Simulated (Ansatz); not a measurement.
NaCl (rock salt, Fm-3m), a = 5.6015 Å, b = 5.6015 Å, c = 5.6015 Å, α = 90.00°, β = 90.00°, γ = 90.00°; the cell used has 2 atoms.

Relaxed with PBEsol. PBEsol in the plane-wave PAW code Ansatz gives a gap of 5.01 eV.

### Question
What gap does HSE06 give on the same cell (Ansatz, PAW)?

### Answer
6.57 eV, 1.56 eV more. The hybrid was solved on a coarser mesh and at special points; its gap is the smallest among all of these.

| k | v1 PBEsol | c1 PBEsol | v1 HSE06 | c1 HSE06 |
|---|---|---|---|---|
| Γ | 0.00 | 5.01 | 0.00 | 6.57 |
| X | -0.63 | 7.47 | [?] | [?] |
| L | -0.28 | 7.10 | [?] | [?] |
| W | -0.80 | 8.80 | [?] | [?] |
| K | -0.52 | 8.11 | [?] | [?] |

### Question
Top valence (v1) and lowest conduction level (c1) in eV from each method's valence maximum (which need not be a listed point): supply the withheld HSE06 values.

### Answer

- W, v1 HSE06: -0.82
- W, c1 HSE06: 10.43
- L, v1 HSE06: -0.30
- L, c1 HSE06: 8.66
- K, v1 HSE06: -0.55
- K, c1 HSE06: 9.69
- X, v1 HSE06: -0.67
- X, c1 HSE06: 9.05

Cost on shared cores: the PBEsol run (SCF on a 9×9×9 mesh, then bands and DOS) around 4 core-seconds (rough), the HSE06 run (SCF on 6×6×6, then a few points) very roughly 30 core-seconds; the tasks are unlike.

Symmetry was held in the PBEsol relaxation; phonons on a q-mesh show no instability.

Potentials: the later of the program's two PAW sets.
